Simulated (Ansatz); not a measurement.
Tl (hcp, Mg type)

```
Tl
1.0
    3.51996     0.00000     0.00000
   -1.75998     3.04838     0.00000
    0.00000     0.00000     5.60163
Tl
2
Direct
  0.33333   0.66667   0.75000
  0.66667   0.33333   0.25000
```

Two coordinates are scanned: the volume, and the ratio of the stretch along z (the conventional c axis) to the stretch across it. Atoms keep their fractional coordinates.

Method: r2SCAN (plane waves to 500 eV, PAW, scalar-relativistic; Ansatz, a quantum-chemistry and plane-wave program). k mesh 15×15×9 (Γ-centred), Fermi-Dirac smearing 0.05 eV. E stands for the smeared free energy. With partly filled bands, the response to shear is sensitive to the k mesh, so small differences along c/a are uncertain. Spin-orbit coupling is left out, though Tl is heavy. Tl was relaxed with its symmetry unable to fall. The zero of ΔE is the relaxed starting cell.

Problem. Estimate the ΔE (meV/atom) for all points of the grid V/V₀ = 0.960, 0.973, 0.987, 1.000, 1.013, 1.027, 1.040 by (c/a)/(c/a)₀ = 0.880, 0.920, 0.960, 1.000, 1.040, 1.080, 1.120.

Solution. ΔE (meV/atom), with V/V₀ across and (c/a)/(c/a)₀ down:

```tsv
(c/a)/(c/a)₀ \ V/V₀	0.960	0.973	0.987	1.000	1.013	1.027	1.040
0.880	23	18	15	13	12	12	13
0.920	16	11	9	7	7	7	9
0.960	9	6	4	3	3	4	6
1.000	5	2	1	0	1	2	4
1.040	8	5	3	3	4	5	8
1.080	17	14	12	11	12	13	16
1.120	29	25	23	22	22	23	25
```

(Under strain, the slope of the energy per volume gives the stress and its curvature an elastic modulus.)
